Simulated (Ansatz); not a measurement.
**Hf$_{3}$ZrS$_{8}$ (P2/m) at 3 levels of theory**

One geometry, relaxed with PBE; plane waves with PAW potentials in Ansatz, scalar-relativistic. No spin polarisation. Gaps are the least over mesh and band path; pressure is positive in compression.

Space group P2/m (No. 10). a = 6.338 Å, b = 7.322 Å, c = 6.812 Å, α = 90.00°, β = 90.01°, γ = 90.00°
| atom | site | symmetry | x | y | z |
| --- | --- | --- | --- | --- | --- |
| Zr | 1d | 2/m | 0.5000 | 0.0000 | 0.0000 |
| Hf | 2i | 2 | 0.0000 | 0.7497 | 0.0000 |
| Hf | 1e | 2/m | 0.5000 | 0.5000 | 0.0000 |
| S | 4o | 1 | 0.6678 | 0.7483 | 0.2125 |
| S | 2n | m | 0.1670 | 0.5000 | 0.2120 |
| S | 2m | m | 0.1641 | 0.0000 | 0.2124 |

```tsv
level	cutoff (eV)	k mesh	gap (eV)	pressure (GPa)
PBE	420	4×4×4	1.19	0.0
```

What comes out on the same cell with r2SCAN, PBEsol?

```
 level  cutoff (eV)  k mesh  gap (eV)  pressure (GPa)
r2SCAN          500   4×4×4      1.53            -0.9
PBEsol          420   4×4×4      1.10            -2.6
```

Spin-orbit coupling matters for the bands of heavy elements and is left out. The cell holds layers, chains or molecules and no dispersion correction was added, so their binding is poorly described.

The structure comes from a generated guess; another structure or a mixture of phases may lie lower.
